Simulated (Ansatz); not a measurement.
Energies of structures of Li at several levels, each column relative to the first row (Fm-3m, cF4, fcc (Cu type)), in eV/atom. Geometries are relaxed with r2SCAN (plane waves to 500 eV, PAW, scalar-relativistic; Ansatz, a first-principles code) unless a column says relaxed; all runs are Ansatz, PAW (cutoffs: PBEsol, relaxed 420 eV). Columns compare only within themselves.

| structure | r2SCAN | PBEsol, relaxed |
|---|---|---|
| Fm-3m, cF4, fcc (Cu type) | 0.00 | 0.00 |
| P6₃/mmc, hP2, hcp (Mg type) | 0.00 | [?] |
| Im-3m, cI2, bcc (W type) | 0.00 | [?] |
| Fd-3m, cF8, diamond type | +0.53 | [?] |

Task: Complete the blanks.

Result: 
- P6₃/mmc, hP2, hcp (Mg type), PBEsol, relaxed: 0.00
- Im-3m, cI2, bcc (W type), PBEsol, relaxed: 0.00
- Fd-3m, cF8, diamond type, PBEsol, relaxed: +0.52

At PBEsol, relaxed, Fm-3m, cF4, fcc (Cu type) and P6₃/mmc, hP2, hcp (Mg type) are level within the accuracy. Against r2SCAN, PBEsol moves these energy differences by -0.01 to 0.00 eV/atom and the volumes by -3.8 % to -2.4 %.

Each run could gain symmetry but not lose that of its start, so entries can be saddle points. From databases, or of a type measured for this composition: Fm-3m, cF4, fcc (Cu type); P6₃/mmc, hP2, hcp (Mg type); Im-3m, cI2, bcc (W type); the others are generated cells (placed on structure types, drawn at random, substituted or restacked) that were not matched to a known phase here. Energies are at zero temperature and pressure, without zero-point motion. Each cell has its own k-point mesh; energy differences are given only to the digits this allows. No spin polarisation in the result.
